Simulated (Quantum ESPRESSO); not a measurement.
Ti3TaO7N, convergence and cost over cutoff and k mesh

Computed values, not a measurement. The program is pw.x of Quantum ESPRESSO 7.5 (plane-wave density functional theory). The cell is made up: 12 atoms on a fluorite lattice, with randomly drawn elements, strain and displacements, not relaxed. PseudoDojo standard norm-conserving files (v0.5 for PBE, v0.4.1 for LDA and PBEsol) set the functional; there is no spin polarisation, spin-orbit coupling or dispersion term, and the masses in the input are unused placeholders.

Input of the run in row 2:

```
&control calculation='scf', pseudo_dir='./dojo.nc.sr.pbe.v0_5.standard.upf', outdir='./o', disk_io='low', tprnfor=.true., tstress=.true. /
&system ibrav=0, nat=12, ntyp=4, nbnd=54, ecutwfc=84.00895049, nosym=.true., tot_charge=0,
 occupations='smearing', smearing='fd', degauss=0.0018374661
/
&electrons conv_thr=7.350e-09, electron_maxstep=60, /
ATOMIC_SPECIES
N 1.0 N.upf
O 1.0 O.upf
Ta 1.0 Ta.upf
Ti 1.0 Ti.upf
CELL_PARAMETERS angstrom
4.9805 0.0 0.0
0.0 4.9805 0.0
0.0 0.0 4.9805
ATOMIC_POSITIONS angstrom
Ti -0.0039 0.0283 0.0485
Ti 0.0699 2.5259 2.3954
Ti 2.4583 0.0735 2.3773
Ta 2.5928 2.5139 0.1068
O 1.2056 1.1165 1.2151
O 1.2837 1.2561 3.6881
O 1.1459 3.7864 1.19
O 1.3163 3.7468 3.6965
O 3.7514 1.2913 1.2231
O 3.6354 1.2391 3.6597
O 3.7209 3.7679 1.2982
N 3.7663 3.6847 3.7006
K_POINTS automatic
5 5 5 1 1 1
```

The same cell was run at these settings. Meshes are shifted by half a step, and differences are from the last row, which is itself not exact.

```
cutoff (eV)     k mesh  k points solved  threshold (eV)  free energy less the last row's (eV)  pressure (GPa)  largest stress difference (GPa)  largest force difference (eV/Å)  iterations  wall time (s)  k-point pools                  processor
        800  2 x 2 x 2                4           1e-04                                 1.015          -25.83                            13.99                            0.241          16             18              4  Intel Xeon, 2023 or later
       1143  5 x 5 x 5               63           1e-07                                 0.002          -11.92                             0.04                            0.008          22            349              4  Intel Xeon, 2023 or later
       1437  7 x 7 x 7              172           1e-07                                 0.000          -11.88                             0.00                            0.000          24           1482              4  Intel Xeon, 2023 or later
```

Each pool is one process. Wall times include start-up and a band step at six k points, which weighs most on the coarsest meshes. The runs were on shared virtual cores whose load varied, so times are rough.